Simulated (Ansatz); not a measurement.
Input file for Ansatz (a first-principles code):

Ansatz 0.2 input:
```yaml
crystal:
  lattice:
    - [7.7579013213, 0.0, 0.0]
    - [0.0, 3.839955057, 0.0]
    - [0.0, 0.0, 5.8288395802]
  atoms:
    - { symbol: Ge, position: [0.4885934135, 0.25, 0.7752046319] }
    - { symbol: Ge, position: [0.9885934135, 0.25, 0.7247953681] }
    - { symbol: Ge, position: [0.5114065865, 0.75, 0.2247953681] }
    - { symbol: Ge, position: [0.0114065865, 0.75, 0.2752046319] }
    - { symbol: Se, position: [0.820469678, 0.25, 0.1108799499] }
    - { symbol: Se, position: [0.320469678, 0.25, 0.3891200501] }
    - { symbol: Se, position: [0.179530322, 0.75, 0.8891200501] }
    - { symbol: Se, position: [0.679530322, 0.75, 0.6108799499] }
kpoints:
  mp_grid: { grid: [3, 6, 4] }
  band_path:
    path:
      - [[0.0, 0.0, 0.0], [0.5, 0.0, 0.0], [0.5, 0.5, 0.0], [0.0, 0.5, 0.0], [0.0, 0.0, 0.0], [0.0, 0.0, 0.5], [0.5, 0.0, 0.5], [0.5, 0.5, 0.5], [0.0, 0.5, 0.5], [0.0, 0.0, 0.5]]  # Γ-X-S-Y-Γ-Z-U-R-T-Z
      - [[0.5, 0.0, 0.0], [0.5, 0.0, 0.5]]  # X-U
      - [[0.0, 0.5, 0.0], [0.0, 0.5, 0.5]]  # Y-T
      - [[0.5, 0.5, 0.0], [0.5, 0.5, 0.5]]  # S-R
      - [VBM, CBM]
    npoints: 6
basis: { xc_grid: 2 }
hamiltonian:
  xc: pbesol
  pseudopotentials: { kind: paw }
magnetization: { noncollinear: true, spin_orbit: true }
scf:
  n_extra_bands: 16
  convergence: { dr2_threshold: 0.0000000001 }
  occupations: { method: gaussian, width: 0.01 }
checkpoint: { write: soc.run }
output: { eigenvalues: true }
```

Output (shortened):

```
Pseudopotential: Ge, paw_fr, valence charge 14
Pseudopotential: Se, paw_fr, valence charge 16
Functional definition: PBEsol
non-collinear run that drives no moment, with spin-orbit …
Crystal: 8 atoms, lattice volume = 173.641 Å³
Basis set: ecut = 420 eV, 3443 PW (Γ), exchange–correlation on 108×54×80 points (8 copies of the dense FFT grid, shifted against one another)
Bands: 136, of which v1, the nominal top of the filled ones, is band 120 counted from 1 (119 counted from 0)
Symmetry: 8 space group operations + 8 with time reversal
k-points: 24 of 72
Projection manifold: j_resolved (fully-relativistic pseudo-atomic orbitals)
SCF iter   1: F=—  HF=-38714.599767 eV  |F-HF|=—  |Δ(HF+E_count)|=         —  Δρ=3.58e-2  dr2=3.40e0  dr2_m=0.00e0 (ungated)  ethr=3.10e-3  |M|=0.00e0 ∫|m|=0.00e0 μB  |m|>n=0.0e0 m-floor=0.0e0 τ_xc=0.0e0  β_m=0.30  ⟨swp⟩=5.7  Hψ=6370  notcnv=0  defer=10
preconditioner: auto → Resta (q_TF=auto, 2.565 Å⁻¹)
spin=Noncollinear: Resta preconditioning applied to the charge; magnetization (m_x, m_y, m_z) channels mix plain (no charge-response kernel on spin).
SCF iter   2: F=—  HF=-38713.954713 eV  |F-HF|=—  |Δ(HF+E_count)|=   6.45e-1  Δρ=2.33e-2  dr2=1.27e0  dr2_m=0.00e0 (ungated)  ethr=2.83e-3  |M|=0.00e0 ∫|m|=0.00e0 μB  |m|>n=0.0e0 m-floor=0.0e0 τ_xc=0.0e0  β_m=0.51  ⟨swp⟩=2.0  Hψ=1982  notcnv=0  defer=260
SCF iter   3: F=—  HF=-38713.563530 eV  |F-HF|=—  |Δ(HF+E_count)|=   3.91e-1  Δρ=7.20e-3  dr2=7.18e-2  dr2_m=0.00e0 (ungated)  ethr=1.06e-3  |M|=0.00e0 ∫|m|=0.00e0 μB  |m|>n=0.0e0 m-floor=0.0e0 τ_xc=0.0e0  β_m=0.59  ⟨swp⟩=2.1  Hψ=1889  notcnv=0  defer=260
SCF iter   4: F=—  HF=-38713.543017 eV  |F-HF|=—  |Δ(HF+E_count)|=   2.05e-2  Δρ=2.02e-3  dr2=6.84e-3  dr2_m=0.00e0 (ungated)  ethr=5.98e-5  |M|=0.00e0 ∫|m|=0.00e0 μB  |m|>n=0.0e0 m-floor=0.0e0 τ_xc=0.0e0  β_m=0.76  ⟨swp⟩=3.4  Hψ=2702  notcnv=0  defer=256
SCF iter   5: F=—  HF=-38713.542820 eV  |F-HF|=—  |Δ(HF+E_count)|=   1.97e-4  Δρ=4.00e-4  dr2=2.94e-4  dr2_m=0.00e0 (ungated)  ethr=5.70e-6  |M|=0.00e0 ∫|m|=0.00e0 μB  |m|>n=0.0e0 m-floor=0.0e0 τ_xc=0.0e0  β_m=0.88  ⟨swp⟩=2.0  Hψ=2014  notcnv=0  defer=256
SCF iter   6: F=—  HF=-38713.542905 eV  |F-HF|=—  |Δ(HF+E_count)|=   8.49e-5  Δρ=8.85e-5  dr2=1.77e-5  dr2_m=0.00e0 (ungated)  ethr=2.45e-7  |M|=0.00e0 ∫|m|=0.00e0 μB  |m|>n=0.0e0 m-floor=0.0e0 τ_xc=0.0e0  β_m=0.80  ⟨swp⟩=3.0  Hψ=2944  notcnv=0  defer=256
SCF iter   7: F=—  HF=-38713.542896 eV  |F-HF|=—  |Δ(HF+E_count)|=   8.73e-6  Δρ=4.86e-5  dr2=2.97e-6  dr2_m=0.00e0 (ungated)  ethr=1.48e-8  |M|=0.00e0 ∫|m|=0.00e0 μB  |m|>n=0.0e0 m-floor=0.0e0 τ_xc=0.0e0  β_m=0.84  ⟨swp⟩=2.0  Hψ=2944  notcnv=0  defer=256
SCF iter   8: F=—  HF=-38713.542859 eV  |F-HF|=—  |Δ(HF+E_count)|=   3.73e-5  Δρ=1.08e-5  dr2=2.16e-7  dr2_m=0.00e0 (ungated)  ethr=2.47e-9  |M|=0.00e0 ∫|m|=0.00e0 μB  |m|>n=0.0e0 m-floor=0.0e0 τ_xc=0.0e0  β_m=0.92  ⟨swp⟩=2.0  Hψ=3023  notcnv=0  defer=256
SCF iter  11: F=-38713.542859 eV  HF=-38713.542859 eV  |F-HF|=0.00e0  |Δ(HF+E_count)|=  5.09e-11  Δρ=1.07e-7  dr2=2.22e-11  dr2_m=0.00e0 (ungated)  ethr=1.00e-12  |M|=0.00e0 ∫|m|=0.00e0 μB  |m|>n=0.0e0 m-floor=0.0e0 τ_xc=0.0e0  ⟨swp⟩=6.1  Hψ=6793  notcnv=0
SCF 1 converged in 11 iterations: F = -38713.542859 eV  dr2 = 2.22e-11
NSCF: frozen V_eff on 64 k-points
NSCF: frozen V_eff on 64 k-points
NSCF: frozen V_eff on 64 k-points
NSCF: frozen V_eff on 64 k-points
NSCF: frozen V_eff on 52 k-points
NSCF: frozen V_eff on 18 k-points
NSCF: frozen V_eff on 64 k-points
NSCF: frozen V_eff on 26 k-points
NSCF: frozen V_eff on 29 k-points
NSCF: frozen V_eff on 23 k-points
NSCF: frozen V_eff on 11 k-points
NSCF: frozen V_eff on 3 k-points
NSCF: frozen V_eff on 15 k-points
NSCF: frozen V_eff on 11 k-points
NSCF: frozen V_eff on 3 k-points
NSCF: frozen V_eff on 83 k-points
SCF converged after 11 iterations
Magnetization: |M| = 0.0000 μB,  M = (+0.0000, +0.0000, +0.0000) μB
Absolute magnetization: 0.0000 μB (∫|m|)
  site 0: m = (+0.0000, +0.0000, +0.0000) μB, |m| = 0.0000 μB  (R = 1.07 Å)
  site 1: m = (+0.0000, +0.0000, +0.0000) μB, |m| = 0.0000 μB  (R = 1.07 Å)
  site 2: m = (+0.0000, +0.0000, +0.0000) μB, |m| = 0.0000 μB  (R = 1.07 Å)
  site 3: m = (+0.0000, +0.0000, +0.0000) μB, |m| = 0.0000 μB  (R = 1.07 Å)
  site 4: m = (+0.0000, +0.0000, +0.0000) μB, |m| = 0.0000 μB  (R = 1.07 Å)
  site 5: m = (+0.0000, +0.0000, +0.0000) μB, |m| = 0.0000 μB  (R = 1.07 Å)
  site 6: m = (+0.0000, +0.0000, +0.0000) μB, |m| = 0.0000 μB  (R = 1.07 Å)
  site 7: m = (+0.0000, +0.0000, +0.0000) μB, |m| = 0.0000 μB  (R = 1.07 Å)
Free energy (F): -38713.542859 eV
Harris-Foulkes:  -38713.542859 eV  (|F-HF|=0.00e0)
Internal energy: -38713.542859 eV  (E = F + TS)
E sigma→0 (E₀):  -38713.542859 eV
Fermi energy:    9.652145 eV
--- Per-component energies (eV) ---
  E_band       = -2004.481248
  E_kinetic    = 913.766166
  E_local      = -18176.756905  (includes V_loc(G=0)·N_el)
  E_nonlocal   = -705.242046
  E_hartree    = 8480.974673
  E_xc         = -713.398221
  E_vxc        = -650.787380  (∫ρ·V_xc dr)
  E_paw        = -15371.212116  (= ΣΔE_a)
  E_vpaw       = -347.409534  (= ΣTr[D̂ρ^β])
  E_aug_tail   = -0.001158  (compensation charges beyond the density's cutoff)
  E_ewald      = -13149.406557
  E_core_change = 7.733304  (= ΣΔE_core)
  E_smearing   =  0.000000  (= −TS)
  E_closure    = 0.000000  (closes the sum)
  Σ components = -38713.542859   (vs F -38713.542859, Δ=0.00e0)
  [band-id]    e_kinetic+e_local+e_nonlocal+2·e_hartree+e_vxc+e_vpaw+e_augmentation_tail = -2004.481511   (vs E_band -2004.481248, Δ=-2.62e-4)
--- Band table (eV; the first three rows and the last of 24) ---
  k-point 0: bands = ["-38.8635", "-38.8635", "-38.8634", "-38.8634", "-38.8634", "-38.8634", "-38.8632", "-38.8632", "-38.8568", "-38.8568", "-38.8566", "-38.8566", "-38.8565", "-38.8565", "-38.8564", "-38.8564", "-37.9703", "-37.9703", "-37.9703", …
  k-point 1: bands = ["-38.8635", "-38.8635", "-38.8634", "-38.8634", "-38.8634", "-38.8634", "-38.8633", "-38.8633", "-38.8567", "-38.8567", "-38.8566", "-38.8566", "-38.8565", "-38.8565", "-38.8564", "-38.8564", "-37.9703", "-37.9703", "-37.9703", …
  k-point 2: bands = ["-38.8634", "-38.8634", "-38.8634", "-38.8634", "-38.8633", "-38.8633", "-38.8633", "-38.8633", "-38.8566", "-38.8566", "-38.8566", "-38.8566", "-38.8565", "-38.8565", "-38.8565", "-38.8565", "-37.9703", "-37.9703", "-37.9703", …
  k-point 23: bands = ["-38.8633", "-38.8633", "-38.8633", "-38.8633", "-38.8632", "-38.8632", "-38.8632", "-38.8632", "-38.8566", "-38.8566", "-38.8566", "-38.8566", "-38.8565", "-38.8565", "-38.8565", "-38.8565", "-37.9701", "-37.9701", "-37.9701", …
```

Cost: around 30 core-minutes (rough) on shared cores.

Space group Pnma. The cell was relaxed with PBEsol under the symmetry of its start. The volume moved by 33 % from the start of the relaxation.

Potentials: the later of the program's two PAW sets.

Ansatz is a plane-wave DFT program.
